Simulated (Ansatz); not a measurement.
Data:

TaAl:
```yaml
crystal:
  lattice:
    - [0.00000, 2.62767, 2.62767]
    - [2.62767, 0.00000, 2.62767]
    - [2.62767, 2.62767, 0.00000]
  atoms:
    - { symbol: Ta, position: [0.00000, 0.00000, 0.00000] }
    - { symbol: Al, position: [0.50000, 0.50000, 0.50000] }
```

This is the r²SCAN-relaxed structure.

Q: All from DFT-r²SCAN in the program Ansatz with PAW potentials, unless another level is named. Predict the formation energy from the elements (no fitted shifts).

A: 0.50 eV/atom.

Q: Next, the density of states at the Fermi level?

A: 0.33 states/eV per atom (mean over ±0.08 eV).

Q: Predict the gap with spin–orbit coupling.

A: none (metallic).

Space group Fm-3m (rock salt). The start of the workflow was typed in or built on a structure type; neither database checked (COD, Materials Project) lists it. Its standing as an ambient phase is unchecked. The cell was relaxed with r²SCAN under the symmetry of its start. At this level the phase is mechanically unstable. No spin polarisation was allowed. Its formation energy is positive at this level, so the cell may be metastable or incomplete. The references are the lowest solids computed at this level, not always the standard phases. Spin–orbit coupling is left out wherever it is not named.

Potentials: the earlier of the program's two PAW sets.
